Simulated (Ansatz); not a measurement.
**AlN: axial (c/a) deformation path**

These are results of DFT r2SCAN, scalar-relativistic, plane waves, PAW (Ansatz), not measurements. Cutoff 500 eV, Γ-centred 12×12×6 k-points, Gaussian smearing of 0.05 eV. No spin polarisation. Energies are free energies at this smearing, counted from the undisturbed cell; pressure is positive in compression.

Reference structure (as given, not relaxed at this level; it stands at -0.6 GPa):

```xyz
4
Lattice="3.1110 0.0000 0.0000 -1.5555 2.6942 0.0000 0.0000 0.0000 4.9780" Properties=species:S:1:pos:R:3 pbc="T T T"
Al    0.0000    1.7961    0.0000
Al    1.5555    0.8981    2.4890
N     0.0000    1.7961    1.9165
N     1.5555    0.8981    4.4055
```

At fixed volume and fractional coordinates, lengths along (0.000, 0.000, 1.000) are scaled against those across it; ρ is that ratio over its starting value.

```
    ρ  ΔE (meV/atom) pressure (GPa) gap on the mesh (eV)
0.800          446.6            10.0                  4.30
0.850          229.2             4.0                  4.36
0.920           56.2            -0.1                  4.55
0.960           11.9            -0.8                  4.68
1.000            0.0            -0.6                  4.80
1.050           23.6             0.8                  4.88
1.100           83.0             3.2                  4.66
1.200          285.9            10.3                  3.68
1.300          571.5            19.4                  2.39
```